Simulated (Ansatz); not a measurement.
ZrZn (CsCl type, space group No. 221) at seven volumes, r²SCAN in the plane-wave PAW code Ansatz, scaled uniformly. One row is withheld.

| V (Å³/atom) | P (GPa) |
|---|---|
| 16.696 | 13.15 |
| 17.246 | 8.07 |
| 17.797 | 3.72 |
| 18.347 | 0.00 |
| 18.897 | -3.18 |
| 19.448 | ? |
| 19.998 | -8.23 |

Q: Fit the shown pressures and predict the withheld one.

A: Third-order Birch–Murnaghan: P = (3/2)B₀(x^(7/2) − x^(5/2))[1 + (3/4)(B′ − 4)(x − 1)] with x = (V₀/V)^(2/3). Least squares on the six rows gives V₀ = 18.348 Å³/atom, B₀ = 114.4 GPa, B′ = 4.19. At V = 19.448, x = 0.9619 and P = -5.90 GPa. The run itself gave -5.91 GPa.

Space group Pm-3m (CsCl type). The workflow started from an entry of the Crystallography Open Database (COD). Whether it is the stable phase at ambient conditions was not checked. The cell was relaxed with r²SCAN under the symmetry of its start; whether a distortion lowers the energy is not shown. No spin polarisation was allowed.

Potentials: the later of the program's two PAW sets.
